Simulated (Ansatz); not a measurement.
**Property card for TaN**

TaN:
```
CELL_PARAMETERS angstrom
      0.00000     2.18736     2.18736
      2.18736     0.00000     2.18736
      2.18736     2.18736     0.00000
ATOMIC_POSITIONS crystal
  Ta 0.50000 0.50000 0.50000
  N  0.00000 0.00000 0.00000
```

Space group Fm-3m (No. 225), rock salt; conventional cell a = b = c = 4.375 Å, α = β = γ = 90.00°.

Method: PBEsol in the plane-wave PAW code Ansatz. The cell and atoms are relaxed at this level. Other levels are named where they apply.

### Cell and energy

```json
{
 "volume_per_atom": "10.47 Å³",
 "density": "15.47 g/cm³",
 "Formation energy from the elements (no fitted shifts)": "-1041 meV/atom"
}
```

### Electronic structure

```json
{
 "electronic_character": "metallic (no gap)",
 "Density of states at the Fermi level": "0.38 states/eV per atom (mean over ±0.08 eV)",
 "Gap with spin–orbit coupling": "none (metallic)"
}
```

### Mechanics

```json
{
 "Bulk modulus (Birch–Murnaghan fit)": "3570 kbar",
 "Pressure derivative B′": "4.4",
 "Elastic constants (relaxed ions, GPa)": "C11 = 791, C12 = 141, C44 = 68.3",
 "mechanical_stability": "stable (all eigenvalues of C positive)",
 "hill_bulk_and_shear_moduli": "357 and 135 GPa",
 "Young's modulus": "361 GPa",
 "Poisson's ratio": "0.33",
 "debye_temperature_from_the_elastic_constants": "452 K"
}
```

### Phonons

```json
{
  "highest_zone_centre_frequency": "411 cm^-1",
  "zone_centre_stability": "no imaginary mode at Γ"
}
```

This is a known high-temperature phase of the composition, computed here at zero pressure and temperature. Symmetry was held in the PBEsol relaxation. No spin polarisation was allowed. As this level gives no gap, shear constants depend on the k-mesh and smearing (Fermi–Dirac, 0.1 eV here). As this level gives no gap, phonon frequencies hold no LO–TO term and depend on the k-mesh and smearing (Fermi–Dirac, 0.1 eV here). The references are the lowest solids computed at this level, not always the standard phases (solids in place of the gases). Spin–orbit coupling is left out wherever it is not named.

Potentials: the earlier of the program's two PAW sets. The files were generated under PBE; for other functionals the program regenerates the frozen cores, and for LDA and PBEsol the local potential too.
